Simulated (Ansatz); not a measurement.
ZrCo6Ge6 in space group P6/mmm (No. 191; Pearson symbol hP13) under volume change, DFT-r²SCAN in the program Ansatz with PAW potentials, shape and atoms relaxed at each volume.

```
V (Å³/atom)  E − E(relaxed) (meV/atom)     P (GPa)
-----------  -------------------------  ----------
11.746                      (withheld)  (withheld)
12.133                            30.2       13.22
12.521                      (withheld)  (withheld)
12.908                             0.0        0.00
13.295                             6.4       -5.11
13.682                            24.0       -9.39
14.070                            51.2      -12.98
```

Some entries are withheld; supply them.


- 11.746, E − E(relaxed) (meV/atom): 72.1
- 11.746, P (GPa): 21.73
- 12.521, E − E(relaxed) (meV/atom): 7.1
- 12.521, P (GPa): 6.05

What does a third-order Birch–Murnaghan fit give for V₀, B₀ and B′?

V₀ = 12.91 Å³/atom, B₀ = 185 GPa, B′ = 4.7.

The workflow started from an entry of the Crystallography Open Database (COD). Its standing as an ambient phase is unchecked. The cell was relaxed with r²SCAN under the symmetry of its start; whether a distortion lowers the energy is not shown. The workflow began spin-polarised and lost its moments.

Potentials: the later of the program's two PAW sets.
